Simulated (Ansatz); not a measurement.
Relaxation path: Ta

DFT, PBEsol, PAW with Ansatz's default frozen-core files, scalar-relativistic (Ansatz 0.2.0); a Γ-centred 22×22×22 k mesh, Fermi–Dirac smearing of 0.05 eV, no spin polarisation. The run relaxes cell and atoms at a target pressure of 0 GPa.

Command: `ansatz run input.yaml --threads 1 --pin off --max-ram 3072MiB --backend cpu --events-out ev --progress --plain --runs-dir out` It took 16 s on 1 thread of Intel(R) Xeon(R) Platinum 8375C CPU @ 2.90GHz (Ice Lake), with other jobs on the host, peak memory 0.4 GiB.

```yaml
crystal:
  lattice:
    - [-1.6529, 1.6529, 1.6529]
    - [1.6529, -1.6529, 1.6529]
    - [1.6529, 1.6529, -1.6529]
  atoms:
    - { symbol: Ta, position: [0.0, 0.0, 0.0] }
kpoints:
  mp_grid: { grid: [22, 22, 22] }
scf:
  occupations: { method: fermi_dirac, width: 0.05 }
hamiltonian:
  xc: pbesol
  pseudopotentials: { kind: paw }
output:
  forces: true
  stress: true
relax:
  f_tol: 0.003
  max_steps: 80
  cell: {}
```

Each step lists its free energy a cell above the last geometry, the pressure, the cell vectors (Å), and Cartesian positions (Å) with forces (eV/Å).

The first step:

```
step 1  dF = 5.59 meV  P = -4.36 GPa
  cell -1.6529 1.6529 1.6529  1.6529 -1.6529 1.6529  1.6529 1.6529 -1.6529
  Ta 0.0000 0.0000 0.0000   0.0000 0.0000 0.0000
```

Spin–orbit coupling is left out, which matters for the heavy atoms. The PAW files were made under PBE.

Problem. Where does the relaxation end, and by which steps?

Solution. After 4 geometries, with conventional a, b, c = 3.282, 3.282, 3.282 Å, at 17.669 Å³/atom (-2.18 % against the start) in space group Im-3m, with a shortest distance of 2.842 Å. The further steps:
```
step 2  dF = 49.82 meV  P = 15.17 GPa  (not accepted)
  cell -1.6054 1.6054 1.6054  1.6054 -1.6054 1.6054  1.6054 1.6054 -1.6054
  Ta 0.0000 0.0000 0.0000   0.0000 0.0000 0.0000
step 3  dF = 0.05 meV  P = -0.39 GPa
  cell -1.6418 1.6418 1.6418  1.6418 -1.6418 1.6418  1.6418 1.6418 -1.6418
  Ta 0.0000 0.0000 0.0000   0.0000 0.0000 0.0000
step 4  dF = 0.00 meV  P = -0.01 GPa
  cell -1.6408 1.6408 1.6408  1.6408 -1.6408 1.6408  1.6408 1.6408 -1.6408
  Ta 0.0000 0.0000 0.0000   0.0000 0.0000 0.0000
step 5  dF = 0.12 meV  P = -0.02 GPa  (same geometry on a basis chosen anew; earlier energies don't compare to the last digit)
  cell -1.6408 1.6408 1.6408  1.6408 -1.6408 1.6408  1.6408 1.6408 -1.6408
  Ta 0.0000 0.0000 0.0000   0.0000 0.0000 0.0000
```
